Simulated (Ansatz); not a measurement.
Pressure against volume: Rb

```
Rb
1.0
    -2.80600    2.80600    2.80600
     2.80600   -2.80600    2.80600
     2.80600    2.80600   -2.80600
Rb
1
Cartesian
  0.0000 0.0000 0.0000
```

Structure: COD 9012874, as refined from experiment and not relaxed.

All numbers are computed: DFT, PBEsol, all-electron LAPW, scalar-relativistic (Ansatz 0.2.0); DFT, PBEsol, PAW with Ansatz's default frozen-core files, scalar-relativistic (Ansatz 0.2.0).

For LAPW: a Γ-centred 8×8×8 k mesh, Fermi–Dirac smearing of 0.05 eV, basis error target 1 meV/atom, no spin polarisation. PAW takes a cutoff of 420 eV at this cell (files made with PBE, cores remade for this functional). The Ansatz runs share mesh, smearing and spin set-up. Plane-wave (PAW) pressures include the program's estimate of the Pulay term.

The cell above is scaled evenly, with fractional coordinates and shape held.

```json
{"V/V(cell)": "0.9400", "V (Å³/atom)": "83.071", "P, LAPW (GPa)": "0.13", "P, PAW (GPa)": "0.13", "free energy over the lowest listed, PAW (meV/atom)": "1.4"}
{"V/V(cell)": "0.9600", "V (Å³/atom)": "84.839", "P, LAPW (GPa)": "0.06", "P, PAW (GPa)": "0.06", "free energy over the lowest listed, PAW (meV/atom)": "0.4"}
{"V/V(cell)": "0.9800", "V (Å³/atom)": "86.606", "P, LAPW (GPa)": "0.00", "P, PAW (GPa)": "0.00", "free energy over the lowest listed, PAW (meV/atom)": "0.0"}
{"V/V(cell)": "0.9900", "V (Å³/atom)": "87.490", "P, LAPW (GPa)": "-0.03", "P, PAW (GPa)": "-0.03", "free energy over the lowest listed, PAW (meV/atom)": "0.1"}
{"V/V(cell)": "1.0000", "V (Å³/atom)": "88.374", "P, LAPW (GPa)": "-0.06", "P, PAW (GPa)": "-0.06", "free energy over the lowest listed, PAW (meV/atom)": "0.3"}
{"V/V(cell)": "1.0100", "V (Å³/atom)": "89.257", "P, LAPW (GPa)": "-0.08", "P, PAW (GPa)": "-0.08", "free energy over the lowest listed, PAW (meV/atom)": "0.7"}
{"V/V(cell)": "1.0200", "V (Å³/atom)": "90.141", "P, LAPW (GPa)": "-0.11", "P, PAW (GPa)": "-0.11", "free energy over the lowest listed, PAW (meV/atom)": "1.2"}
{"V/V(cell)": "1.0400", "V (Å³/atom)": "91.909", "P, LAPW (GPa)": "-0.15", "P, PAW (GPa)": "-0.15", "free energy over the lowest listed, PAW (meV/atom)": "2.7"}
{"V/V(cell)": "1.0600", "V (Å³/atom)": "93.676", "P, LAPW (GPa)": "-0.20", "P, PAW (GPa)": "-0.20", "free energy over the lowest listed, PAW (meV/atom)": "4.6"}
```

(1) What do Birch–Murnaghan fits to the pressures give?

Results:

(1) LAPW: V0 = 86.66 Å³/atom, B0 = 3 GPa, B0′ = 3.7; PAW: V0 = 86.65 Å³/atom, B0 = 3 GPa, B0′ = 3.7.
